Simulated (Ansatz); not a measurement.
YRh₂:
```
CELL_PARAMETERS angstrom
      0.00000     3.74912     3.74912
      3.74912     0.00000     3.74912
      3.74912     3.74912     0.00000
ATOMIC_POSITIONS crystal
  Y  0.00000 0.00000 0.00000
  Y  0.25000 0.25000 0.25000
  Rh 0.12500 0.62500 0.62500
  Rh 0.62500 0.62500 0.12500
  Rh 0.62500 0.12500 0.62500
  Rh 0.62500 0.62500 0.62500
```

Relaxed with r²SCAN. Special points in fractions of this cell's reciprocal vectors: Γ (0.000, 0.000, 0.000); X (0.500, 0.000, 0.500); U (0.625, 0.250, 0.625); K (0.375, 0.375, 0.750); L (0.500, 0.500, 0.500); W (0.500, 0.250, 0.750).

Question: List the band energies nearest the Fermi level at these points for plane-wave PAW r²SCAN (Ansatz code).

Answer: In eV from the Fermi level; about four levels below and three above (degenerate sets whole), none deeper than 8.9 eV; points with the same levels are listed once.

| k | below | above |
|---|---|---|
| Γ | -0.78 -0.78 -0.45 -0.45 | 0.46 0.46 0.46 |
| X | -0.70 -0.70 -0.65 -0.65 | 0.71 0.71 2.45 2.45 |
| U | -1.10 -1.04 -0.48 -0.08 | 0.70 1.16 2.10 |
| L | -0.89 -0.89 -0.48 -0.48 | 1.30 1.30 1.50 |
| W | -1.27 -1.27 -0.12 -0.12 | 0.91 0.91 2.35 2.35 |

Space group Fd-3m (cubic Laves (MgCu2 type)). The workflow started from a Materials Project entry (that database holds measured and hypothetical structures alike); the Crystallography Open Database files this formula in space group No. 227, but the cells were not matched. Its standing as an ambient phase is unchecked. The cell was relaxed with r²SCAN under the symmetry of its start; its stability against distortions is not shown here. No spin polarisation was allowed. Scalar-relativistic: spin–orbit coupling is off unless named, which matters more the heavier the elements.

Potentials: the later of the program's two PAW sets.
